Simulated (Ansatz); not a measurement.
CdSe (zinc blende), conventional cell a = b = c = 6.1963 Å, α = β = γ = 90.00°. The calculation uses the primitive cell of 2 atoms, to which meshes and values per cell refer.

This relaxed cell (volume V₀) is scaled evenly in all directions, its shape held. Symmetry pins the atoms to their sites.

Calculation: PBE (plane waves to 420 eV, PAW, scalar-relativistic; Ansatz, a first-principles code). k mesh 9×9×9 (Γ-centred), Fermi-Dirac smearing 0.05 eV. E stands for the smeared free energy. CdSe was relaxed with its symmetry unable to fall. ΔE is measured from the relaxed starting cell.

```csv
V (Å³/atom),ΔE (meV/atom)
24.979,147.5
25.772,96.5
26.565,58.3
27.358,31.0
28.151,13.0
28.944,3.1
29.737,0.0
30.530,2.8
31.323,10.8
32.116,23.0
32.909,39.1
33.702,58.3
34.495,80.3
```

Question: What is the fitted pressure derivative B₀′?

Answer: 4.7.

Question: What bulk modulus B₀ follows from a third-order Birch-Murnaghan fit?

Answer: 44.7 GPa. Check by three points about V = 29.737 Å³/atom, step 0.793: d²E/dV² ≈ (3.1 − 2·0.0 + 2.8) meV / 0.793² = 0.00938 eV/Å⁶, and V·d²E/dV² × 160.2 = 44.7 GPa.

(Under strain, the slope of the energy per volume gives the stress and its curvature an elastic modulus.)
